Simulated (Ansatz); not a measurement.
Notes on SrNiO$_{3}$

```
Sr Ni O
1.0
     3.85877    0.00000    0.00000
     0.00000    3.85877    0.00000
     0.00000    0.00000    3.87633
Sr Ni O
1 1 3
Cartesian
  0.0000 0.0000 0.0000
  1.9294 1.9294 1.8994
  1.9294 1.9294 0.0737
  1.9294 0.0000 2.0041
  0.0000 1.9294 2.0041
```

Level: LDA, spin-orbit coupling; 420 eV; 5×5×5 Γ-centred mesh; cold occupations (width 0.0978 eV); Ansatz 0.2.0, fixed geometry.

Magnetic state (reached from a saved solution, and it need not be the lowest): Ni2 along (0.00, 0.00, 1.00).

(1) Give the Bader charges.

(2) Which atom feels the largest force, and which way?

(3) Metal or insulator?

(4) Is it stable against the elements?

(5) Give the spin moments.

Origin: a known structure type with other elements, at an estimated volume, so it need not be a known compound. Caveats: semilocal functionals often miss the gap of such magnets; the k mesh is coarse if the cell is a metal; atoms or cell far from equilibrium; the SCF threshold is loose for a stress.

## Answers

(1) Bader charges in e: Sr +1.58, Ni +1.34, O -0.97. In the mean Sr gives up most and O takes most.

(2) The largest is on O3: 0.34 eV/Å, components (0.00, 0.00, -0.34). It makes 180° with the line to a nearest neighbour, Ni2 at 1.83 Å, pointing away from it.

(3) It is a metal, with about 5.9 states/eV a cell as the mean within 0.25 eV of the Fermi level, mostly O p (59 %) and Ni d (38 %).

(4) -1.82 eV an atom against the elements' usual phases (free molecules for gases, crystals otherwise, with no correction for O₂ or N₂), so it is bound against them; other compounds may still compete. Relaxing would lower it.

(5) Ni2 0.43 μB of spin moment in Bader basins; net size 1.00 μB a cell.
